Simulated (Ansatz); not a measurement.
Ta3Ru:
```
CELL_PARAMETERS angstrom
      0.00000     3.17215     3.17215
      3.17215     0.00000     3.17215
      3.17215     3.17215     0.00000
ATOMIC_POSITIONS crystal
  Ta 0.25000 0.25000 0.25000
  Ta 0.75000 0.75000 0.75000
  Ta 0.50000 0.50000 0.50000
  Ru 0.00000 0.00000 0.00000
```

Relaxed with LDA. Special points in fractions of this cell's reciprocal vectors: Γ (0.000, 0.000, 0.000); X (0.500, 0.000, 0.500); U (0.625, 0.250, 0.625); K (0.375, 0.375, 0.750); L (0.500, 0.500, 0.500); W (0.500, 0.250, 0.750).

Problem. List the band energies nearest the Fermi level at these points for plane-wave PAW LDA (Ansatz code).

Solution. In eV from the Fermi level; about four levels below and three above (degenerate sets whole), none deeper than 8.9 eV; points with the same levels are listed once.

```csv
k,below,above
Γ,-1.90 -1.90 -1.90 -0.21 -0.21 -0.21,1.01 1.01 4.68 4.68
X,-2.84 -1.64 -0.26 -0.26,0.40 0.79 0.79
U,-1.22 -0.59 -0.57 -0.23,0.74 1.04 1.40
L,-2.39 -2.39 -2.00 -1.58 -1.58,1.75 1.75 2.76 2.76
W,-1.10 -0.98 -0.85 -0.85,0.48 1.53 1.53
```

Space group Fm-3m. The first step of the workflow began from a Materials Project structure, measured or hypothetical; the Crystallography Open Database copy checked does not list it. With Ta and Ru taken as one species the cell has the higher symmetry Im-3m, so it may be an ordered model of a mixed-site phase. Whether it is the stable phase at ambient conditions was not checked. The LDA relaxation kept the symmetry of its start; its stability against distortions is not shown here. The run is not spin-polarised. Spin–orbit coupling is left out wherever it is not named.

Potentials: the later of the program's two PAW sets.
